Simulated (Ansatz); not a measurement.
AlP:
```
CELL_PARAMETERS angstrom
      3.82094     0.00000     0.00000
     -1.91047     3.30903     0.00000
      0.00000     0.00000     8.63262
ATOMIC_POSITIONS crystal
  Al 0.50000 0.00000 0.50000
  Al 0.00000 0.50000 0.16667
  Al 0.50000 0.50000 0.83333
  P  0.50000 0.00000 0.00000
  P  0.00000 0.50000 0.66667
  P  0.50000 0.50000 0.33333
```

Relaxed with PBEsol.

### Question
Give the optical modes at the zone centre with their infrared activity from DFPT, the program Ansatz at the PBEsol level (PAW).

### Answer
Transverse frequencies, without the LO–TO term; a row sums one degenerate level.

| ω (cm⁻¹) | degeneracy | IR ((D/Å)²/amu) | activity | symmetry |
|---|---|---|---|---|
| 105 | 1 | 0.00 | IR-inactive | B1 |
| 108 | 2 | 6.32 | IR | E1 |
| 110 | 1 | 0.00 | IR-inactive | B2 |
| 262 | 1 | 0.00 | IR-inactive | B1 |
| 282 | 2 | 0.00 | IR-inactive | E2 |
| 344 | 2 | 0.08 | IR | E1 |
| 406 | 1 | 33.56 | IR | A2 |
| 413 | 2 | 66.83 | IR | E1 |
| 437 | 2 | 0.00 | IR-inactive | E2 |
| 468 | 1 | 0.00 | IR-inactive | B2 |

### Question
How high does the top mode go among those that the LO–TO term moves?

### Answer
473 cm⁻¹ for q along x, 473 cm⁻¹ for q along y, 460 cm⁻¹ for q along z.

Space group P6_222. The start of the workflow was typed in or built on a structure type; neither database checked (COD, Materials Project) lists it. It is not the phase usual at ambient conditions (space group No. 216). Symmetry was held in the PBEsol relaxation; its stability against distortions is not shown here.

Potentials: the earlier of the program's two PAW sets. The files were generated under PBE; for other functionals the program regenerates the frozen cores, and for LDA and PBEsol the local potential too.
